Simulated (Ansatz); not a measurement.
An Ansatz (a quantum-chemistry and plane-wave program) run. Input:

Ansatz 0.2 input:
```yaml
crystal:
  lattice:
    - [4.0369949665, 0.0, 0.0]
    - [-2.0184974832, 3.4961401959, 0.0]
    - [0.0, 0.0, 9.2810777331]
  atoms:
    - { symbol: Hg, position: [0.6885811893, 0.0, 0.6666666667] }
    - { symbol: Hg, position: [0.0, 0.6885811893, 0.3333333333] }
    - { symbol: Hg, position: [0.3114188107, 0.3114188107, 0.0] }
    - { symbol: S, position: [0.5173166331, 0.0, 0.1666666667] }
    - { symbol: S, position: [0.0, 0.5173166331, 0.8333333333] }
    - { symbol: S, position: [0.4826833669, 0.4826833669, 0.5] }
kpoints:
  mp_grid: { grid: [6, 6, 3] }
  band_path:
    path:
      - [[0.0, 0.0, 0.0], [0.5, 0.0, 0.0], [0.3333333333, 0.3333333333, 0.0], [0.0, 0.0, 0.0], [0.0, 0.0, 0.5], [0.5, 0.0, 0.5], [0.3333333333, 0.3333333333, 0.5], [0.0, 0.0, 0.5]]  # Γ-M-K-Γ-A-L-H-A
      - [[0.5, 0.0, 0.5], [0.5, 0.0, 0.0]]  # L-M
      - [[0.3333333333, 0.3333333333, 0.5], [0.3333333333, 0.3333333333, 0.0]]  # H-K
      - [VBM, CBM]
    npoints: 8
basis: { xc_grid: 2 }
hamiltonian:
  xc: lda
  pseudopotentials: { kind: paw }
magnetization: { noncollinear: true, spin_orbit: true }
scf:
  n_extra_bands: 12
  convergence: { dr2_threshold: 0.0000000001 }
  occupations: { method: gaussian, width: 0.01 }
checkpoint: { write: soc.run }
output: { eigenvalues: true }
```

Output (shortened):

```
Pseudopotential: Hg, paw_fr, valence charge 20
Pseudopotential: S, paw_fr, valence charge 6
Functional definition: SPW92
non-collinear run that drives no moment, with spin-orbit …
Crystal: 6 atoms, lattice volume = 130.992 Å³
Basis set: ecut = 420 eV, 2575 PW (Γ), exchange–correlation on 54×54×128 points (8 copies of the dense FFT grid, shifted against one another)
Bands: 90, of which v1, the nominal top of the filled ones, is band 78 counted from 1 (77 counted from 0)
Symmetry: 6 space group operations + 6 with time reversal
k-points: 17 of 108 (time reversal used)
Projection manifold: j_resolved (fully-relativistic pseudo-atomic orbitals)
SCF iter   1: F=—  HF=-43294.308623 eV  |F-HF|=—  |Δ(HF+E_count)|=         —  Δρ=2.76e-2  dr2=8.44e-1  dr2_m=0.00e0 (ungated)  ethr=3.10e-3  |M|=0.00e0 ∫|m|=0.00e0 μB  |m|>n=0.0e0 m-floor=0.0e0 τ_xc=0.0e0  β_m=0.30  ⟨swp⟩=7.9  Hψ=6914  notcnv=0  defer=7
preconditioner: auto → Resta (q_TF=auto, 2.502 Å⁻¹)
spin=Noncollinear: Resta preconditioning applied to the charge; magnetization (m_x, m_y, m_z) channels mix plain (no charge-response kernel on spin).
SCF iter   2: F=—  HF=-43294.188964 eV  |F-HF|=—  |Δ(HF+E_count)|=   1.20e-1  Δρ=1.95e-2  dr2=3.76e-1  dr2_m=0.00e0 (ungated)  ethr=1.08e-3  |M|=0.00e0 ∫|m|=0.00e0 μB  |m|>n=0.0e0 m-floor=0.0e0 τ_xc=0.0e0  β_m=0.60  ⟨swp⟩=1.1  Hψ=1769  notcnv=0  defer=48
SCF iter   3: F=—  HF=-43294.080872 eV  |F-HF|=—  |Δ(HF+E_count)|=   1.08e-1  Δρ=3.29e-3  dr2=1.16e-2  dr2_m=0.00e0 (ungated)  ethr=4.82e-4  |M|=0.00e0 ∫|m|=0.00e0 μB  |m|>n=0.0e0 m-floor=0.0e0 τ_xc=0.0e0  β_m=0.70  ⟨swp⟩=2.2  Hψ=2037  notcnv=0  defer=92
SCF iter   4: F=—  HF=-43294.078680 eV  |F-HF|=—  |Δ(HF+E_count)|=   2.19e-3  Δρ=8.62e-4  dr2=6.88e-4  dr2_m=0.00e0 (ungated)  ethr=1.48e-5  |M|=0.00e0 ∫|m|=0.00e0 μB  |m|>n=0.0e0 m-floor=0.0e0 τ_xc=0.0e0  β_m=0.85  ⟨swp⟩=2.9  Hψ=2730  notcnv=0  defer=92
SCF iter   5: F=—  HF=-43294.078706 eV  |F-HF|=—  |Δ(HF+E_count)|=   2.63e-5  Δρ=1.78e-4  dr2=3.43e-5  dr2_m=0.00e0 (ungated)  ethr=8.82e-7  |M|=0.00e0 ∫|m|=0.00e0 μB  |m|>n=0.0e0 m-floor=0.0e0 τ_xc=0.0e0  β_m=0.84  ⟨swp⟩=2.1  Hψ=2262  notcnv=0  defer=92
SCF iter   6: F=—  HF=-43294.078703 eV  |F-HF|=—  |Δ(HF+E_count)|=   3.41e-6  Δρ=4.29e-5  dr2=2.61e-6  dr2_m=0.00e0 (ungated)  ethr=4.40e-8  |M|=0.00e0 ∫|m|=0.00e0 μB  |m|>n=0.0e0 m-floor=0.0e0 τ_xc=0.0e0  β_m=0.92  ⟨swp⟩=2.1  Hψ=2440  notcnv=0  defer=92
SCF iter   7: F=—  HF=-43294.078852 eV  |F-HF|=—  |Δ(HF+E_count)|=   1.50e-4  Δρ=1.11e-5  dr2=2.25e-7  dr2_m=0.00e0 (ungated)  ethr=3.35e-9  |M|=0.00e0 ∫|m|=0.00e0 μB  |m|>n=0.0e0 m-floor=0.0e0 τ_xc=0.0e0  β_m=0.96  ⟨swp⟩=1.5  Hψ=1786  notcnv=0  defer=92
SCF iter   8: F=—  HF=-43294.078852 eV  |F-HF|=—  |Δ(HF+E_count)|=   1.01e-8  Δρ=2.67e-6  dr2=1.31e-8  dr2_m=0.00e0 (ungated)  ethr=2.89e-10  |M|=0.00e0 ∫|m|=0.00e0 μB  |m|>n=0.0e0 m-floor=0.0e0 τ_xc=0.0e0  β_m=0.98  ⟨swp⟩=2.4  Hψ=2269  notcnv=0  defer=92
SCF iter  10: F=-43294.078852 eV  HF=-43294.078852 eV  |F-HF|=1.46e-11  |Δ(HF+E_count)|=  1.46e-11  Δρ=8.16e-8  dr2=1.02e-11  dr2_m=0.00e0 (ungated)  ethr=1.00e-12  |M|=0.00e0 ∫|m|=0.00e0 μB  |m|>n=0.0e0 m-floor=0.0e0 τ_xc=0.0e0  ⟨swp⟩=9.1  Hψ=4476  notcnv=0
SCF 1 converged in 10 iterations: F = -43294.078852 eV  dr2 = 1.02e-11
NSCF: frozen V_eff on 34 k-points
NSCF: frozen V_eff on 34 k-points
NSCF: frozen V_eff on 34 k-points
NSCF: frozen V_eff on 34 k-points
NSCF: frozen V_eff on 5 k-points
NSCF: frozen V_eff on 11 k-points
NSCF: frozen V_eff on 18 k-points
NSCF: frozen V_eff on 18 k-points
NSCF: frozen V_eff on 19 k-points
NSCF: frozen V_eff on 6 k-points
NSCF: frozen V_eff on 27 k-points
NSCF: frozen V_eff on 18 k-points
NSCF: frozen V_eff on 84 k-points
SCF converged after 10 iterations
Magnetization: |M| = 0.0000 μB,  M = (+0.0000, +0.0000, +0.0000) μB
Absolute magnetization: 0.0000 μB (∫|m|)
  site 0: m = (+0.0000, +0.0000, +0.0000) μB, |m| = 0.0000 μB  (R = 0.99 Å)
  site 1: m = (+0.0000, +0.0000, +0.0000) μB, |m| = 0.0000 μB  (R = 0.99 Å)
  site 2: m = (+0.0000, +0.0000, +0.0000) μB, |m| = 0.0000 μB  (R = 0.99 Å)
  site 3: m = (+0.0000, +0.0000, +0.0000) μB, |m| = 0.0000 μB  (R = 0.99 Å)
  site 4: m = (+0.0000, +0.0000, +0.0000) μB, |m| = 0.0000 μB  (R = 0.99 Å)
  site 5: m = (+0.0000, +0.0000, +0.0000) μB, |m| = 0.0000 μB  (R = 0.99 Å)
Free energy (F): -43294.078852 eV
Harris-Foulkes:  -43294.078852 eV  (|F-HF|=1.46e-11)
Internal energy: -43294.078852 eV  (E = F + TS)
E sigma→0 (E₀):  -43294.078852 eV
Fermi energy:    10.469647 eV
--- Per-component energies (eV) ---
  E_band       = -1382.340406
  E_kinetic    = 2133.230310
  E_local      = -9332.167511  (includes V_loc(G=0)·N_el)
  E_nonlocal   = 284.602354
  E_hartree    = 3958.629179
  E_xc         = -946.239666
  E_vxc        = -1050.095139  (∫ρ·V_xc dr)
  E_paw        = -30755.463889  (= ΣΔE_a)
  E_vpaw       = -1335.171317  (= ΣTr[D̂ρ^β])
  E_aug_tail   = 0.002366  (compensation charges beyond the density's cutoff)
  E_ewald      = -8638.888551
  E_core_change = 2.216557  (= ΣΔE_core)
  E_smearing   =  0.000000  (= −TS)
  E_closure    = 0.000000  (closes the sum)
  Σ components = -43294.078852   (vs F -43294.078852, Δ=0.00e0)
  [band-id]    e_kinetic+e_local+e_nonlocal+2·e_hartree+e_vxc+e_vpaw+e_augmentation_tail = -1382.340581   (vs E_band -1382.340406, Δ=-1.75e-4)
--- Band table (eV; the first three rows and the last of 17) ---
  k-point 0: bands = ["-104.3759", "-104.3759", "-104.3759", "-104.3759", "-104.3759", "-104.3759", "-66.4893", "-66.4893", "-66.4892", "-66.4892", "-66.4890", "-66.4890", "-48.0749", "-48.0749", "-48.0745", "-48.0745", "-48.0733", "-48.0733", "-47.9319", …
  k-point 1: bands = ["-104.3759", "-104.3759", "-104.3759", "-104.3759", "-104.3759", "-104.3759", "-66.4893", "-66.4893", "-66.4891", "-66.4891", "-66.4891", "-66.4890", "-48.0752", "-48.0750", "-48.0743", "-48.0738", "-48.0737", "-48.0734", "-47.9320", …
  k-point 2: bands = ["-104.3759", "-104.3759", "-104.3759", "-104.3759", "-104.3759", "-104.3759", "-66.4893", "-66.4893", "-66.4893", "-66.4893", "-66.4890", "-66.4890", "-48.0752", "-48.0749", "-48.0746", "-48.0745", "-48.0735", "-48.0735", "-47.9322", …
  k-point 16: bands = ["-104.3759", "-104.3759", "-104.3759", "-104.3759", "-104.3759", "-104.3759", "-66.4893", "-66.4893", "-66.4893", "-66.4893", "-66.4892", "-66.4892", "-48.0757", "-48.0754", "-48.0753", "-48.0746", "-48.0743", "-48.0741", "-47.9328", …
```

Cost: very roughly 7 core-minutes on shared cores.

Space group P3_221. The cell was relaxed with LDA under the symmetry of its start. A crystal of weakly bound chains computed without a dispersion correction: the cell and the soft elastic constants depend strongly on that.

Potentials: the later of the program's two PAW sets.

Ansatz is a plane-wave DFT program.
